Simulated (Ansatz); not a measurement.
Trial structure of TaW5, not yet relaxed:

```
CELL_PARAMETERS angstrom
3.25437 0.00000 0.00000
0.00000 3.25437 0.00000
0.00000 0.00000 9.76311
ATOMIC_POSITIONS crystal
Ta 0.50000 0.50000 0.50000
W 0.00000 0.00000 0.00000
W 0.50000 0.50000 0.16667
W 0.00000 0.00000 0.33333
W 0.00000 0.00000 0.66667
W 0.50000 0.50000 0.83333
```

Level of theory: Ansatz, DFT PBE, scalar-relativistic, plane waves, PAW. Cutoff 420 eV; k points 6×6×2 on the computed 6-atom cell (Γ-centred); Gaussian smearing, width 0.10 eV; no spin polarisation.

The zero of energy is the elements' standard structures at the same level; no fitted shifts are applied.

Question: Estimate its pressure, forces and energy as it stands.

Answer: The pressure is -12.9 GPa (the mean over three directions, positive in compression), the largest force is 0.91 eV/Å, and the energy is −0.02 eV/atom against the elements. The shortest distance is 2.82 Å.

Question: How much does it gain on relaxing, and where does it end?

Answer: Relaxing gains under 0.1 eV/atom (the start's value is from the coarse mesh, so the gain is rough) in 10 ionic steps and ends at −0.06 eV/atom on the finer mesh. The symmetry stays P4/mmm (No. 123). The volume per atom shrinks by 4.7 %, from 17.2 to 16.4 Å³. The shortest distance goes from 2.82 Å (Ta–W and W–W) to 2.75 Å (W–W). Conventional cell: a = 3.198 Å, c = 9.633 Å. Ta has 8 W at 2.80 Å, 4 Ta at 3.20 Å and 2 W at 3.22 Å; around W on a site of symmetry 4/mmm lie 8 W at 2.77 Å and 6 W at 3.17–3.20 Å; W on a site of symmetry 4mm is surrounded by 8 W at 2.75–2.77 Å, 5 W at 3.18–3.20 Å and 1 Ta at 3.22 Å; 1 more site not described.

The last run used a 12×12×4 mesh (in the run's order of axes) for its 6-atom cell and Gaussian smearing of 0.10 eV. These runs have no spin–orbit coupling, which can matter for Ta and W. The relaxation can't lower the symmetry of the start. A structure relaxed within its symmetry needn't be a true minimum.
